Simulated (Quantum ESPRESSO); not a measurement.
# Kohn-Sham bands of SiSe₂ (Ibam)

```xyz
6
Lattice="0.0000 0.0000 -5.8940 -3.3516 4.7426 -2.9470 3.3516 4.7426 -2.9470" Properties=species:S:1:pos:R:3 pbc="T T T"
Si     0.0000     0.0000     1.4735
Si     0.0000     0.0000    -1.4735
Se     1.2687    -1.1986     0.0000
Se    -1.2687     1.1986     0.0000
Se     1.2687     1.1986    -2.9470
Se    -1.2687    -1.1986     2.9470
```

Cell from Materials Project (mp-1179443), symmetrised, no further relaxation. COD (Crystallography Open Database) has an entry of this formula and space group (matched by these alone). Computed values, not measurements, from LDA: Quantum ESPRESSO (norm-conserving PseudoDojo potentials, cutoff 69 Ry, no spin polarisation, no spin-orbit coupling) on a Γ-centred 4×4×4 mesh, then Wannier90. Density: 6×6×6 mesh, cold smearing 0.01 Ry. The cell is built of weakly bound layers, chains or molecules, whose nearest atoms lie 3.85 Å apart. Database cells relaxed without dispersion often hold them too far apart, which can enlarge gaps and weakens couplings between them; spacing and stacking were not compared with the measured crystal. Spin-orbit coupling, left out, would split the p-like bands by a few tenths of an eV.

Question: List the Kohn-Sham levels between −8 and 4.8 eV relative to the valence-band maximum at the high-symmetry points, as a band run of pw.x on that density gives them (levels within 2 meV counted together).

Answer: 
| point | k (reciprocal lattice) | levels (eV) |
|---|---|---|
| Γ | 0.000 0.000 0.000 | -7.60, -6.30, -4.94, -3.85, -3.80, -2.99, -2.86, -1.45, -1.45, -0.81, -0.55, -0.43, 2.64, 3.10, 3.33 |
| X | 0.000 0.500 0.500 | -7.75, -5.98, -4.29, -3.49, -3.19, -2.39, -2.18, -2.16, -2.01 (×2), -1.56, -0.01, 1.79, 3.43, 3.66, 4.41, 4.54 |
| F_0 | 0.000 0.375 0.625 | -7.73, -6.00, -4.46, -3.57, -3.30, -2.49, -2.33, -2.15, -1.91, -1.88, -1.22, 0.00, 2.07, 3.30, 3.96, 4.49, 4.53 |
| Σ_0 | 0.000 -0.375 0.375 | -7.73, -6.00, -4.46, -3.57, -3.30, -2.49, -2.33, -2.15, -1.91, -1.88, -1.22, 0.00, 2.07, 3.30, 3.96, 4.49, 4.53 |
| Λ_0 | -0.693 -0.347 -0.347 | -7.01, -6.31, -4.26, -4.22, -3.88, -2.55, -2.13, -2.02, -1.61, -1.00, -0.95, -0.40, 2.03, 2.39, 3.51, 3.92, 4.50 |
| G_0 | -0.307 0.347 0.347 | -7.01, -6.31, -4.26, -4.22, -3.88, -2.55, -2.13, -2.02, -1.61, -1.00, -0.95, -0.40, 2.03, 2.39, 3.51, 3.92, 4.50 |
| R | -0.500 -0.500 0.000 | -6.62 (×2), -4.38 (×2), -3.43 (×2), -2.08 (×2), -0.79 (×2), -0.78 (×2), 2.38 (×2), 3.89 (×2) |
| W | -0.500 -0.250 0.250 | -6.61 (×2), -4.41 (×2), -3.49 (×2), -1.92 (×2), -0.88 (×2), -0.75 (×2), 2.47 (×2), 3.60 (×2) |
| S | -0.500 0.000 0.000 | -6.60 (×2), -4.39 (×2), -3.43 (×2), -2.07 (×2), -1.15 (×2), -0.60 (×2), 2.47 (×2), 4.07 (×2) |
| T | 0.000 0.000 0.500 | -7.67, -6.11, -4.66, -3.87, -3.32, -2.96, -2.30, -2.09, -1.79, -1.41, -0.80, -0.09, 2.74, 3.67, 3.74, 4.26, 4.28 |
